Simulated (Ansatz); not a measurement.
# Structure search: one Li3ZrN2 candidate

The calculation used Ansatz, DFT PBE, scalar-relativistic, plane waves, PAW. Cutoff 420 eV, Gaussian smearing, Γ-centred meshes. Cell and atoms relax first on a coarse mesh and then on a finer one. In between, the cell is made exact in the group found at 0.06 Å. In metals the finer mesh still leaves noise of several meV/atom or more. The steps can't lower the symmetry of their start. No spin polarisation in the relaxation; trial moments died out in a coarse test.

The cell of Li3ZrN2 is invented: random cell by space group and Wyckoff sites (R-3m, No. 166). The dimensions are guesses.

```yaml
crystal:
  lattice:
    - [2.17005, 1.25288, 4.73297]
    - [-2.17005, 1.25288, 4.73297]
    - [0.00000, -2.50575, 4.73297]
  atoms:
    - { symbol: Li, position: [0.50000, 0.50000, 0.00000] }
    - { symbol: Li, position: [0.00000, 0.50000, 0.50000] }
    - { symbol: Li, position: [0.50000, 0.00000, 0.50000] }
    - { symbol: Zr, position: [0.00000, 0.00000, 0.00000] }
    - { symbol: N, position: [0.88410, 0.88410, 0.88410] }
    - { symbol: N, position: [0.11590, 0.11590, 0.11590] }
```

Formation energies are uncorrected and refer to the elements' standard structures at the same level (N₂ as a molecule).

Question: Describe the relaxed structure.

Answer: The symmetry stays R-3m (No. 166). The volume per atom grows by 14.3 %, from 12.9 to 14.7 Å³. The shortest distance goes from 1.65 Å (Zr–N) to 1.89 Å (Li–N). The ratio c/a of the conventional cell changes by a factor of 0.40. The energy falls by about 2.7 eV/atom (the start's value is from the coarse mesh). The end is written in a standard setting, so origin, axes and order of atoms can differ from the start's. Conventional cell: a = 6.143 Å, c = 8.097 Å. Li has 2 N at 1.89 Å, 4 Zr at 3.07–3.23 Å and 8 Li at 3.07–3.23 Å; Zr has 2 N at 2.04 Å and 12 Li at 3.07–3.23 Å; around N lie 3 Li at 1.89 Å and 1 Zr at 2.04 Å.

```yaml
crystal:
  lattice:
    - [3.07170, 1.77345, 2.69895]
    - [-3.07170, 1.77345, 2.69895]
    - [0.00000, -3.54689, 2.69895]
  atoms:
    - { symbol: Li, position: [0.50000, 0.50000, 0.00000] }
    - { symbol: Li, position: [0.00000, 0.50000, 0.50000] }
    - { symbol: Li, position: [0.50000, 0.00000, 0.50000] }
    - { symbol: Zr, position: [0.00000, 0.00000, 0.00000] }
    - { symbol: N, position: [0.74794, 0.74794, 0.74794] }
    - { symbol: N, position: [0.25206, 0.25206, 0.25206] }
```

Question: Give its energy and gap.

Answer: The formation energy is −0.08 eV/atom. The gap on the 12×12×12 mesh of the 6-atom cell is 0 eV (a metal).

The last run used Gaussian smearing of 0.10 eV. A structure relaxed within its symmetry needn't be a true minimum. In all, the 3 runs took 6.8 min on 1 thread of Intel(R) Xeon(R) Processor @ 2.50GHz (Skylake/Cascade Lake), on a shared host. Another cell of Li3ZrN2 relaxed alike, in Pm, lies 0.55 eV/atom lower, so this cell isn't the stable form at this level.
